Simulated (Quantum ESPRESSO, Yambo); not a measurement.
**G0W0 results for K₂S at -1.5 % isotropic strain**

```
CELL_PARAMETERS angstrom
      0.00000     3.61217     3.61217
      3.61217     0.00000     3.61217
      3.61217     3.61217     0.00000
ATOMIC_POSITIONS crystal
  S  0.00000 0.00000 0.00000
  K  0.75000 0.75000 0.75000
  K  0.25000 0.25000 0.25000
```

The PBEsol cell relaxed from Materials Project entry mp-1022 was given an isotropic strain of -1.5 % on all lattice vectors, and the atoms were relaxed again.

Starting point: PBEsol (pw.x of Quantum ESPRESSO, ONCV potentials, scalar-relativistic). G0W0 in Yambo: 4×4×4 Γ-centred k mesh, 180 bands and a 8 Ry block in the screening, 180 bands in G with the Bruneval-Gonze terminator, plasmon pole fitted at 27.2 eV.

| Property | Result |
|---|---|
| PBEsol gap along the band path | 2.46 eV |
| PBEsol gap between the mesh's edge points (X → Γ) | 2.46 eV |
| G0W0 gap between the same points | 4.35 eV |
| PBEsol smallest direct gap on the mesh (at Γ) | 2.74 eV |
| G0W0 direct gap at that point | 4.58 eV |

| k point | band | E PBEsol (eV) | E QP (eV) | shift (eV) | Z |
|---|---|---|---|---|---|
| Γ | VB | -0.28 | -1.82 | -1.54 | 0.79 |
| Γ | CB | 2.46 | 2.76 | 0.30 | 0.85 |
| L | VB | -0.11 | -1.66 | -1.56 | 0.79 |
| L | CB | 4.76 | 5.20 | 0.44 | 0.84 |
| X | VB | 0.00 | -1.59 | -1.59 | 0.79 |
| X | CB | 3.43 | 3.84 | 0.41 | 0.85 |

Energies count from the PBEsol valence-band maximum.

Convergence of the G0W0 settings was not tested.
